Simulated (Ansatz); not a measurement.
HfO₂ (baddeleyite type, space group P2_1/c)

```yaml
crystal:
  lattice:
    - [5.16167, 0.00000, 0.00000]
    - [0.00000, 5.21254, 0.00000]
    - [-0.89783, 0.00000, 5.27699]
  atoms:
    - { symbol: Hf, position: [0.27573, 0.04291, 0.20837] }
    - { symbol: Hf, position: [0.72427, 0.54291, 0.29163] }
    - { symbol: Hf, position: [0.72427, 0.95709, 0.79163] }
    - { symbol: Hf, position: [0.27573, 0.45709, 0.70837] }
    - { symbol: O, position: [0.06716, 0.32866, 0.34845] }
    - { symbol: O, position: [0.93284, 0.82866, 0.15155] }
    - { symbol: O, position: [0.93284, 0.67134, 0.65155] }
    - { symbol: O, position: [0.06716, 0.17134, 0.84845] }
    - { symbol: O, position: [0.44917, 0.75722, 0.47666] }
    - { symbol: O, position: [0.55083, 0.25722, 0.02334] }
    - { symbol: O, position: [0.55083, 0.24278, 0.52334] }
    - { symbol: O, position: [0.44917, 0.74278, 0.97666] }
```

The atoms are displaced by Q × the pattern below (from a DFPT mode at Γ, largest move 1; Q in Å), at fixed cell.

| atom | x | y | z |
|---|---|---|---|
| Hf1 | 0.019 | -0.014 | -0.008 |
| Hf2 | 0.019 | 0.014 | -0.008 |
| Hf3 | -0.019 | 0.014 | 0.008 |
| Hf4 | -0.019 | -0.014 | 0.008 |
| O5 | -0.548 | 0.740 | 0.389 |
| O6 | -0.548 | -0.740 | 0.389 |
| O7 | 0.548 | -0.740 | -0.389 |
| O8 | 0.548 | 0.740 | -0.389 |
| O9 | -0.066 | -0.393 | -0.004 |
| O10 | -0.066 | 0.393 | -0.004 |
| O11 | 0.066 | 0.393 | 0.004 |
| O12 | 0.066 | -0.393 | 0.004 |

These are PBE (plane waves to 420 eV, PAW, scalar-relativistic; Ansatz, a first-principles code) values and carry that method's errors. k mesh 5×5×5 (Γ-centred), Fermi-Dirac smearing 0.05 eV. E stands for the smeared free energy. Compression counts positive. HfO2 is run without spin polarisation. HfO2 was relaxed with its symmetry unable to fall. Spin-orbit coupling is left out, though Hf is heavy. The PAW data are Ansatz's earlier set. The zero of ΔE is the undisplaced structure.

```
Q (Å)   ΔE (meV/cell)  −dE/dQ from forces (eV/Å)  P (GPa)
------  -------------  -------------------------  -------
-0.100            ___                     15.317     2.01
-0.083            525                     12.684     1.39
-0.067            335                     10.096     0.89
-0.050            ___                      7.542     0.50
-0.033             83                      5.013     0.22
-0.017             21                      2.503     0.06
0.000               0                      0.000     0.00
0.017              21                     -2.503     0.06
0.033              83                     -5.013     0.22
0.050             ___                     -7.542     0.50
0.067             335                    -10.096     0.89
0.083             525                    -12.684     1.39
0.100             ___                    -15.317     2.01
```

Question: What belongs in the gaps?

Answer: 
- -0.100, ΔE (meV/cell): 758
- -0.050, ΔE (meV/cell): 188
- 0.050, ΔE (meV/cell): 188
- 0.100, ΔE (meV/cell): 758

(A displaced cell: forces are minus the slopes of the energy, force constants its curvatures, and phonons follow from these.)
